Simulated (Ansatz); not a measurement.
**LiInPt under pressure: fit and missing row**

LiInPt, P-6m2, a = 4.377 Å, c = 2.845 Å. The structure is a Materials Project entry; whether it is the stable form wasn't checked. Ansatz: PBEsol, PAW, 420 eV, Γ-centred 12×12×14 mesh on 3 atoms, Gaussian smearing 0.10 eV; no spin polarisation. Cell and atoms are relaxed at each pressure, and no other structure is tried, so the rows at high pressure may lie past a change of phase.

```
V (Å³/atom) P (GPa)
          ?    40.00
     13.813    20.00
     14.601    10.00
     15.105     5.01
     15.466     2.00
     15.738    -0.02
     16.039    -2.02
```

Q: Take V0 = 15.738 Å³/atom, count pressures from its P0 = -0.02 GPa, fit the third-order Birch–Murnaghan form to the other rows, and predict the missing volume.

A: With the Eulerian strain f = ½[(V0/V)^(2/3) − 1] and y = (P − P0)/[3f(1 + 2f)^(5/2)], the form is the line y = B0 + 1.5 B0 (B0′ − 4) f. Rows (f, y): 0.04544, 118.2; 0.02563, 115.0; 0.01387, 112.9; 0.00585, 111.8; -0.00628, 109.6. Means f = 0.01690, y = 113.50; Σ(Δf)² = 0.001559, ΣΔfΔy = 0.2582; the slope is their ratio. y = 110.7 + 165.6 f GPa, so B0 = 110.7 GPa and B0′ = 4 + 2 × (165.6)/(3 × 110.7) = 5.00. P = 40.00 GPa is met at f = 0.07598 (y = 123.28), so V = V0 (1 + 2f)^(−3/2) = 12.729 Å³/atom. The run gave 12.721 Å³/atom, so the fit is 0.008 Å³/atom too high, a small miss on the scale of the series. The form still works here, 91 % of the fitted range beyond its end.

The mesh isn't the same in all rows (12×12×14, 12×12×16). Spin–orbit coupling is left out, which can shift energies with elements as heavy as these.